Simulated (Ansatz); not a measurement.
## Relaxing a structure of NbP

The start is a generated cell, NbP built in the CsCl structure type. The cell and all atomic positions are relaxed at zero pressure with PBEsol (plane waves to 420 eV, PAW, scalar-relativistic; Ansatz, a quantum-chemistry and plane-wave program). First-step values are on the input's coarse k-mesh.

Ansatz input (later rounds restart from its end on a renewed k-mesh):
Ansatz 0.2 input:
```yaml
crystal:
  lattice:
    - [2.978665, 0, 0]
    - [0, 2.978665, 0]
    - [0, 0, 2.978665]
  atoms:
    - { symbol: Nb, position: [0, 0, 0] }
    - { symbol: P, position: [0.5, 0.5, 0.5] }
basis: { ecutwfc: 420, ecutrho_ratio: 4, xc_grid: 2, fft_grid_basis: typed }
kpoints: { mp_grid: { grid: [8, 8, 8] } }
hamiltonian:
  xc: pbesol
  dispersion: none
  pseudopotentials: { kind: paw }
scf: { occupations: { method: fermi_dirac, width: 0.05 } }
relax: { f_tol: 0.01, max_steps: 100, cell: { stress_tol: 0.02 } }
output: { forces: true, stress: true }
```

Task: What pressure does the first self-consistent step give?

Result: +26 GPa (positive: the cell is compressed).

Task: By how much does the energy per atom fall from start to end?

Result: 0.10 eV/atom.

Task: How does the volume per atom move from start to end?

Result: +10.5 %, from 13.21 to 14.60 Å³/atom.

Task: How do the shortest distances between atoms change?

Result: The closest pairs of elements (up to four, under 3.6 Å), start → end: Nb–P 2.58 → 2.67 Å; Nb–Nb 2.98 → 3.08 Å; P–P 2.98 → 3.08 Å.

Task: Write out the relaxed structure.

Result: 
Space group Pm-3m (No. 221); a = 3.0792 Å, b = 3.0792 Å, c = 3.0792 Å, α = 90.00°, β = 90.00°, γ = 90.00°

```csv
atom,site,symmetry,x,y,z
Nb,1a,m-3m,0.0000,0.0000,0.0000
P,1b,m-3m,0.5000,0.5000,0.5000
```

The space group stays Pm-3m (No. 221) (the run could not lower it); the end is CsCl type, with 2 atoms in the primitive cell. Final values are on a 15×15×15 k-mesh of the relaxed cell. No spin polarisation in the result.

The run could not lose the symmetry of its start, so the end can be a saddle point.

All atoms sit on sites fixed by symmetry, so only the cell could relax.

The relaxed structure here is a generated cell of NbP: the first start was made by placing the elements on the sites of a structure type, and the end was not matched to a known phase here, so it may be hypothetical.
